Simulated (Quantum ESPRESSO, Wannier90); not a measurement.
# MgBr₂ (CdI2 type): Wannier90 run

```xyz
3
Lattice="3.8575 0.0000 0.0000 -1.9287 3.3407 0.0000 0.0000 0.0000 6.4019" Properties=species:S:1:pos:R:3 pbc="T T T"
Mg     0.0000     0.0000     0.0000
Br     1.9287    -1.1136     1.4947
Br    -1.9287     1.1136    -1.4947
```

Cell from Materials Project (mp-30034), symmetrised, no further relaxation. COD (Crystallography Open Database) has an entry of this formula and space group (matched by these alone). Computed values, not measurements, from PBEsol: Quantum ESPRESSO (norm-conserving PseudoDojo potentials, cutoff 68 Ry, no spin polarisation, no spin-orbit coupling) on a Γ-centred 12×12×6 mesh, then Wannier90. Density: 12×12×6 mesh, cold smearing 0.01 Ry. The cell is built of weakly bound layers, chains or molecules, whose nearest atoms lie 4.07 Å apart. Database cells relaxed without dispersion often hold them too far apart, which can enlarge gaps and weakens couplings between them; spacing and stacking were not compared with the measured crystal. Spin-orbit coupling, left out, would split the p-like bands by a few tenths of an eV.

A tight-binding model is made by disentanglement and projection with no localisation steps (num_iter = 0), so the 12 orbitals stay atom-like: hydrogen-like Mg: s;p; Br: s;p, axes along x, y, z; frozen window up to 5.71 eV relative to the valence-band maximum. It follows pw.x to 1.1 meV rms for states up to 5.2 eV relative to the valence-band maximum. Matrix elements depend on this choice of orbitals and windows.

Task: What are the on-site energies relative to the valence-band maximum, and how fast do the hoppings decay?

Result: 
| atom | orbitals | energy (eV) |
|---|---|---|
| Mg1 | s | 3.69 |
| Mg1 | pz | 7.31 |
| Mg1 | px py | 7.23 |
| Br2 | s | -12.71 |
| Br2 | pz | -0.63 |
| Br2 | px py | -0.52 |
| Br3 | s | -12.71 |
| Br3 | pz | -0.63 |
| Br3 | px py | -0.52 |

| distance of the centres (Å) | largest modulus (eV) |
|---|---|
| 2–3 | 1.4 |
| 3–4 | 0.57 |
| 4–5 | 0.20 |
| 5–6 | 0.22 |
| 6–7 | 0.082 |
| 7–8 | 0.049 |
| 8–9 | 0.017 |
| 9–10 | 0.042 |
| 10–11 | 0.0030 |
| 11–12 | 0.0085 |
| 12–13 | 0.0033 |
